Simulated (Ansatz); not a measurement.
TaN (space group P6/mmm)

```xyz
6
Lattice="5.2017 0.0000 0.0000 -2.6008 4.5048 0.0000 0.0000 0.0000 2.9061" Properties=species:S:1:pos:R:3 pbc="T T T"
Ta     0.0000     0.0000     0.0000
Ta     0.0000     3.0032     1.4531
Ta     2.6008     1.5016     1.4531
N      2.6008     0.0000     0.0000
N      1.3004     2.2524     0.0000
N     -1.3004     2.2524     0.0000
```

The slice is a (-1 1 0 0) plane (indices of the conventional cell) through the point (0.333, 0.667, 0.500) (fractional), spanned by u = [001] and v = [110] in vectors of this cell: u (2.91 Å) and v (5.20 Å, at 90° to u). It covers one period; positions are fractions (u, v).

Level of theory: PBEsol (plane waves to 420 eV, PAW, scalar-relativistic; Ansatz, an electronic-structure program). k mesh 10×10×16. Near the nuclei the fields are pseudised (PAW); where an atom keeps semicore shells as valence, they peak there. Spin-orbit coupling is left out, though Ta is heavy. TaN is run without spin polarisation. TaN was relaxed with its symmetry unable to fall. This is one of several known forms of TaN; the measured ambient cells at hand have space group No. 189.

Question: Sketch the electrostatic potential energy of an electron, from the cell's mean on this plane as a map.

Answer: 
```
|xxxxxxxxxx00002244220000xxxxxxxx|
|xxxxxxxxxx00003355330000xxxxxxxx|
|xxxxxxxx000011445544110000xxxxxx|
|xxxxxx0000003355555533000000xxxx|
|00000000003344xxxxxx443300000000|
|000000224455xxxxxxxxxx5544220000|
|444455666666xxxxxxxxxx6666665544|
|777788888877xxxxxxxxxx7788888877|
|99999999998877xxxxxx778899999999|
|99999999999988777777889999999999|
|99999999999988887788889999999999|
|99999999998888888888888899999999|
|88888888888888777777888888888888|
|88888888888888777777888888888888|
|88888888888888777777888888888888|
|99999999998888888888888899999999|
|99999999999988887788889999999999|
|99999999999988777777889999999999|
|99999999998877xxxxxx778899999999|
|777788888877xxxxxxxxxx7788888877|
|444455666666xxxxxxxxxx6666665544|
|000000224455xxxxxxxxxx5544220000|
|00000000003344xxxxxx443300000000|
|xxxxxx0000003355555533000000xxxx|
|xxxxxxxx000011445544110000xxxxxx|
|xxxxxxxxxx00003355330000xxxxxxxx|
|xxxxxxxxxx00002244220000xxxxxxxx|
|xxxxxxxxxx00002233220000xxxxxxxx|
```
Scale: ten equal steps from 4.00 (start of '0') to 12.64 (end of '9'), in the order '0123456789'. Values: electrostatic potential energy of an electron, from the cell's mean, in eV. The map has 16 points along u (two characters each, u = 0 at the left) and 28 along v (v = 0 in the bottom row). Points within 0.9 Å of a nucleus are blanked (x), as the pseudised field means little there. Values under 4 eV are set to 4. The zero, the cell's mean, hangs on the PAW cores.
